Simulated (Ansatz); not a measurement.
**Computed properties of CuNbSe2**

CuNbSe2:
```cif
data_Cu2Nb2Se4
_chemical_formula_sum 'Se4 Nb2 Cu2'
_space_group_name_H-M_alt 'P 1'
_space_group_IT_number 1
_cell_length_a 3.57691
_cell_length_b 3.57691
_cell_length_c 12.67751
_cell_angle_alpha 90.000
_cell_angle_beta 90.000
_cell_angle_gamma 120.000
loop_
_space_group_symop_operation_xyz
  'x, y, z'
loop_
_atom_site_label
_atom_site_type_symbol
_atom_site_fract_x
_atom_site_fract_y
_atom_site_fract_z
_atom_site_occupancy
Se1 Se 0.33333 0.66667 0.62053 1
Nb1 Nb 0.00000 0.00000 0.75000 1
Se2 Se 0.33333 0.66667 0.87947 1
Cu1 Cu 0.00000 0.00000 0.00000 1
Se3 Se 0.66667 0.33333 0.12053 1
Nb2 Nb 0.00000 0.00000 0.25000 1
Se4 Se 0.66667 0.33333 0.37947 1
Cu2 Cu 0.00000 0.00000 0.50000 1
```

Space group P6_3/mmc (No. 194); conventional cell a = b = 3.5769 Å, c = 12.6775 Å, α = β = 90.00°, γ = 120.00°.

Method: DFT-r²SCAN+D4 in the program Ansatz with PAW potentials. Geometry: relaxed at this level of theory. Other levels are named where they apply.

Cell and energy:

```json
{
 "volume_per_atom": "17.56 Å³",
 "density": "7.43 g/cm³",
 "Formation energy from the elements (no fitted shifts)": "-61 kJ/mol of atoms"
}
```

Electronic structure:

```json
{
 "band_gap": "0.67 eV (indirect)",
 "valence_band_maximum": "at A",
 "conduction_band_minimum": "on the K–Γ line, 68 % of the way from K (6 equivalent valleys)",
 "smallest_direct_gap_on_the_standard_path": "0.97 eV",
 "electron_effective_mass": "0.58, 0.63, 17 mₑ (principal values)",
 "Electron effective mass with spin–orbit coupling": "0.58, 0.63, 18 mₑ (principal values)",
 "HSE06 gap on the r²SCAN+D4 cell": "0.99 eV",
 "Gap with spin–orbit coupling": "0.66 eV"
}
```

Mechanics:

```json
{
 "Bulk modulus (Birch–Murnaghan fit)": "1170 kbar",
 "Pressure derivative B′": "5.0"
}
```

Charges:

```json
{
 "bader_charges": "Se -0.92, Nb +1.33, Cu +0.51 e"
}
```

A made-up cell: these elements were put on the sites of a structure type; neither database checked (COD, Materials Project) lists it. Whether it is the stable phase at ambient conditions was not checked. Symmetry was held in the r²SCAN+D4 relaxation; its stability against distortions is not shown here. The run is not spin-polarised. The references are the lowest solids computed at this level, not always the standard phases. Spin–orbit coupling is left out wherever it is not named.

Potentials: the later of the program's two PAW sets.
